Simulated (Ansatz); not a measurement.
Relaxation of a generated cell, Pd built in the omega structure type; 3 atoms in the cell, which starts as P6/mmm (No. 191), hP3; a = 4.3617 Å, b = 4.3617 Å, c = 2.6528 Å, α = 90.00°, β = 90.00°, γ = 120.00°. Calculation: PBE (plane waves to 420 eV, PAW, scalar-relativistic; Ansatz, a program for electronic structure). Γ-centred k-mesh 9×9×12 on the run's cell (coarser than for final values), Fermi–Dirac smearing 0.05 eV. This is the first round of the run. 

The optimiser's lines from the output (shortened; P is positive under compression):

```
relax step   1: F+E_penalty+E_count = -20918.27156601 eV  Δ(F+E_penalty+E_count) = +0.000e0 eV  max|allowed force component| = 3.701e-17 eV/Å  Δτ_max = 0.0000 Å  P = +14.352 GPa  Ω = 43.706 Å³  (8 SCF iters, dr2 threshold 1.00e-7 eV, accepted)
relax step   2: F+E_penalty+E_count = -20918.38225849 eV  Δ(F+E_penalty+E_count) = -1.107e-1 eV  max|allowed force component| = 5.860e-17 eV/Å  Δτ_max = 0.0000 Å  P = -6.039 GPa  Ω = 49.071 Å³  (6 SCF iters, dr2 threshold 3.00e-7 eV, accepted)
relax step   3: F+E_penalty+E_count = -20918.42194880 eV  Δ(F+E_penalty+E_count) = -3.969e-2 eV  max|allowed force component| = 3.084e-17 eV/Å  Δτ_max = 0.0000 Å  P = -1.173 GPa  Ω = 47.377 Å³  (6 SCF iters, dr2 threshold 3.00e-7 eV, accepted)
relax step   4: F+E_penalty+E_count = -20918.42344625 eV  Δ(F+E_penalty+E_count) = -1.497e-3 eV  max|allowed force component| = 9.098e-17 eV/Å  Δτ_max = 0.0000 Å  P = +0.045 GPa  Ω = 47.009 Å³  (6 SCF iters, dr2 threshold 3.00e-7 eV, accepted)
relax step   5: F+E_penalty+E_count = -20918.42349055 eV  Δ(F+E_penalty+E_count) = -4.430e-5 eV  max|allowed force component| = 8.018e-17 eV/Å  Δτ_max = 0.0000 Å  P = -0.003 GPa  Ω = 47.023 Å³  (6 SCF iters, dr2 threshold 2.04e-7 eV, accepted)
relax step   6: F+E_penalty+E_count = -20918.42427776 eV  Δ(F+E_penalty+E_count) = -7.872e-4 eV  max|allowed force component| = 6.014e-17 eV/Å  Δτ_max = 0.0000 Å  P = -0.049 GPa  Ω = 47.023 Å³  stress off target by 4.89e-2 GPa  SCF on the basis re-selected at this cell (its energy is not comparable with the rows above)  (6 SCF iters)
relax step   7: F+E_penalty+E_count = -20918.42428493 eV  Δ(F+E_penalty+E_count) = -7.162e-6 eV  max|allowed force component| = 1.850e-17 eV/Å  Δτ_max = 0.0000 Å  P = -0.001 GPa  Ω = 47.008 Å³  (6 SCF iters, dr2 threshold 5.97e-9 eV, accepted)
relax step   8: F+E_penalty+E_count = -20918.42427950 eV  Δ(F+E_penalty+E_count) = +5.424e-6 eV  max|allowed force component| = 4.009e-17 eV/Å  Δτ_max = 0.0000 Å  P = -0.000 GPa  Ω = 47.008 Å³  stress off target by 3.99e-4 GPa  SCF on the basis re-selected at this cell (its energy is not comparable with the rows above)  (8 SCF iters)
```

From the first to the last row the energy changes by -0.05 eV/atom and the volume by +7.6 %. The last row is marked as not comparable with the walk above it, whose basis was carried along; it does compare with step 1, since both stand on a basis selected at the nominal cutoff for their own cell.

Later rounds, restarted from the end of this one on a renewed k-mesh, logged 8 more steps and released under 0.01 eV/atom more. The final structure after all rounds: P6/mmm (No. 191), hP3; a = 4.505 Å, b = 4.505 Å, c = 2.676 Å, α = 90.00°, β = 90.00°, γ = 120.00°. Between re-selections the logged energies stand on a plane-wave basis carried along with the cell. No spin polarisation in the result.

The run could not lose the symmetry of its start, so the end can be a saddle point.

All atoms sit on sites fixed by symmetry, so only the cell could relax.

The relaxed structure here is a generated cell of Pd: the first start was made by placing the elements on the sites of a structure type, and the end was not matched to a known phase here, so it may be hypothetical. Known forms of Pd include space group No. 225.
